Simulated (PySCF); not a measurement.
PySCF single point, HF/6-31G*, density fitting, IEF-PCM implicit isobutanol (electrostatics alone), on silicon dioxide molecule, SiO2 (SMILES O=[Si]=O), charge 0, multiplicity 1.

```python
from pyscf import gto, scf, dft
mol = gto.M(atom='''
O     -1.491052     0.000008     0.000000
Si     0.000014    -0.000008    -0.000000
O      1.491052     0.000008    -0.000000
''', basis='6-31G*', charge=0, spin=0, verbose=3)
mf = scf.RHF(mol)
mf = mf.density_fit()
mf = mf.PCM()
mf.with_solvent.method = 'IEF-PCM'
mf.with_solvent.eps = 17.93
mf.max_cycle = 100
e = mf.kernel()
print('converged', mf.converged)
print('E_total', e)
print('nao', mol.nao)
print('HOMO', mf.mo_energy[mf.mo_occ > 0].max())
mf.dip_moment()
```

Output:

```

WARN: PCM is an experimental feature. It is still in testing.
Features and APIs may be changed in the future.

converged SCF energy = -438.630236410723
converged True
E_total -438.6302364107229
nao 46
HOMO -0.5055749209732265
Dipole moment(X, Y, Z, Debye):  0.00011, -0.00013, -0.00000
```

The total energy is -11935.74 eV, -0.40 eV from the same level's vacuum run.
